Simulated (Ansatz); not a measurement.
Theory: Ansatz, DFT PBE, scalar-relativistic, plane waves, PAW. The final run on the 5-atom cell used 420 eV, a Γ-centred 8×8×8 mesh, 0.10 eV smearing and no spin polarisation.

The zero of energy is the elements' standard structures at the same level; no fitted shifts are applied.

Question: Suggest a trial structure for a cubic metal made of Ca and S, with a formation energy near −0.37 eV/atom and about 20 Å³ per atom, in a cell of 5 atoms. Its symmetry should be Pm-3m (No. 221).

Answer: CaS₄, space group Pm-3m (No. 221). Around Ca lie 12 S at 3.28 Å and 8 S at 4.02 Å; S on a site of symmetry 4/mmm is surrounded by 2 S at 2.32 Å, 4 Ca at 3.28 Å and 8 S at 3.28 Å; S on a site of symmetry m-3m has 6 S at 2.32 Å.

Space group Pm-3m (No. 221). a = 4.645 Å, b = 4.645 Å, c = 4.645 Å, α = 90.00°, β = 90.00°, γ = 90.00°
```tsv
atom	site	symmetry	x	y	z
Ca	1b	m-3m	0.5000	0.5000	0.5000
S	3d	4/mm.m	0.5000	0.0000	0.0000
S	1a	m-3m	0.0000	0.0000	0.0000
```

| Property | Result |
| --- | --- |
| Volume per atom | 20.04 Å³ |
| Density | 2.79 g/cm³ |
| Energy over the elements | −0.37 eV/atom |
| Gap on the 8×8×8 mesh of the 5-atom cell | 0 eV (a metal) |

It was reached by relaxing an invented guess, and it needn't be the stable form of this composition. Other answers may fit too; this one was computed.

The reference form of S is held partly by dispersion forces, which this level lacks. Symmetry constrained the relaxation, so the result can be a saddle point.
